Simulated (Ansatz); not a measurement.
**Where the states of LuTlSe2 lie**

```
Lu Tl Se
1.0
     2.03955    1.17753    7.73832
    -2.03955    1.17753    7.73832
     0.00000   -2.35506    7.73832
Lu Tl Se
1 1 2
Direct
  0.00000 0.00000 0.00000
  0.50000 0.50000 0.50000
  0.73313 0.73313 0.73313
  0.26687 0.26687 0.26687
```

Structure from Materials Project entry mp-1001611 (possibly hypothetical), not relaxed further.

Spin–orbit coupling is left out, though it moves levels of the heavy atoms by tenths of an eV or more.

Method: DFT, LDA, all-electron LAPW, scalar-relativistic in Ansatz 0.2.0.

The runs use a Γ-centred 8×8×8 k mesh, Fermi–Dirac smearing of 0.01 eV, basis error target 1 meV/atom, no spin polarisation.

States per eV and cell, averaged over 0.4 eV, from -7.0 to 5.6 eV, with energies (bin centres) from the valence-band top; empty bins are left out. The partial columns, the largest 3 alone, are projections on Löwdin-orthogonalised atomic shells (those that the program's projection atoms carry: the occupied ones and, for some elements, an empty d or f shell; other empty shells have no column), summed over atoms of an element. Weights on diffuse s and p shells depend on that basis and aren't pure angular character.

| E (eV) | total | Lu 4f | Se 4p | Lu 5d |
| --- | --- | --- | --- | --- |
| -6.9 | 0.51 | 0.00 | 0.11 | 0.03 |
| -6.5 | 1.37 | 0.02 | 0.28 | 0.05 |
| -6.1 | 2.66 | 0.04 | 0.62 | 0.13 |
| -5.7 | 0.46 | 0.01 | 0.10 | 0.02 |
| -5.3 | 35.00 | 34.67 | 0.19 | 0.02 |
| -4.9 | 0.05 | 0.00 | 0.03 | 0.01 |
| -4.5 | 1.04 | 0.02 | 0.62 | 0.13 |
| -4.1 | 3.23 | 0.06 | 2.04 | 0.30 |
| -3.7 | 2.65 | 0.02 | 1.77 | 0.29 |
| -3.3 | 2.97 | 0.02 | 1.97 | 0.37 |
| -2.9 | 3.16 | 0.02 | 2.18 | 0.45 |
| -2.5 | 6.58 | 0.02 | 4.70 | 1.25 |
| -2.1 | 4.25 | 0.03 | 3.26 | 0.46 |
| -1.7 | 3.36 | 0.03 | 2.58 | 0.32 |
| -1.3 | 1.97 | 0.02 | 1.58 | 0.14 |
| -0.9 | 0.56 | 0.00 | 0.44 | 0.03 |
| -0.5 | 0.17 | 0.00 | 0.13 | 0.01 |
| -0.1 | 0.02 | 0.00 | 0.01 | 0.00 |
| 0.7 | 0.02 | 0.00 | 0.00 | 0.00 |
| 1.1 | 1.14 | 0.00 | 0.12 | 0.28 |
| 1.5 | 3.59 | 0.00 | 0.39 | 1.39 |
| 1.9 | 3.56 | 0.00 | 0.32 | 1.99 |
| 2.3 | 1.66 | 0.00 | 0.14 | 1.04 |
| 2.7 | 5.10 | 0.00 | 0.34 | 1.79 |
| 3.1 | 4.32 | 0.00 | 0.38 | 1.72 |
| 3.5 | 3.69 | 0.00 | 0.42 | 1.94 |
| 3.9 | 6.04 | 0.00 | 0.53 | 3.60 |
| 4.3 | 0.92 | 0.00 | 0.10 | 0.25 |
| 4.7 | 0.42 | 0.00 | 0.04 | 0.09 |
| 5.1 | 2.15 | 0.00 | 0.30 | 0.62 |
| 5.5 | 3.09 | 0.00 | 0.59 | 1.15 |

Problem. Which of the resolved shells contributes most in the top eV of the valence band?

Solution. Se 4p, with 79 % of all states there; Tl 6s follows with 12 %.

Problem. Where is the centre of the filled Lu 4f states between -14 eV and the top of the filled states?

Solution. -5.16 eV from the valence-band top.
